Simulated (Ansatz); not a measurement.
AlCo (CsCl type)

```xyz
2
Lattice="2.8239 0.0000 0.0000 0.0000 2.8239 0.0000 0.0000 0.0000 2.8239" Properties=species:S:1:pos:R:3 pbc="T T T"
Al     0.0000     0.0000     0.0000
Co     1.4119     1.4119     1.4119
```

Scan: atom 2 (Co, nearest neighbour Al at 2.446 Å; its periodic images, 2.8 Å or more away, move with it) is displaced along Cartesian [111], direction (0.577, 0.577, 0.577) in Cartesian axes, by s. The other atoms stay.

Method: r2SCAN (plane waves to 500 eV, PAW, scalar-relativistic; Ansatz, a program for electronic structure). k mesh 13×13×13 (Γ-centred), Fermi-Dirac smearing 0.05 eV. E stands for the smeared free energy. Compression counts positive. With partly filled bands, energies and forces of such displacements shift with the k mesh and the smearing. F∥ is the force on the atom along that direction. AlCo was relaxed with its symmetry unable to fall. Relaxed AlCo ends ferromagnetic. The magnetic order is the one the run started from; other orders were not tried. The zero of ΔE is the undisplaced structure.

```tsv
s (Å)	ΔE (meV/cell)	F∥ (eV/Å)	P (GPa)
-0.490	1238	6.176	21.3
-0.392	731	4.270	13.2
-0.294	386	2.841	7.1
-0.196	164	1.734	3.1
-0.098	40	0.821	0.8
0.000	0	0.000	0.0
0.098	40	-0.821	0.8
0.196	164	-1.734	3.1
0.294	386	-2.841	7.1
0.392	731	-4.270	13.2
0.490	1238	-6.176	21.3
```

Derived quantities:

The energy at s = 0.490 Å is 1238 meV/cell and the force along the line at s = -0.490 Å comes out as 6.18 eV/Å. The force constant k = d²E/ds² at s = 0 (finite differences) comes out as 8.22 eV/Å². The zone-centre optical wavenumber from k is 348 cm⁻¹. Symmetry of the curve: even: the same for both signs. Shape of the curve: a single well with its minimum at or next to zero displacement. Harmonic estimate at the end of the scan: ½ks² = 987 meV/cell against the computed 1238 meV/cell, so the well is stiffer than harmonic there.

(A displaced cell: forces are minus the slopes of the energy, force constants its curvatures, and phonons follow from these.)
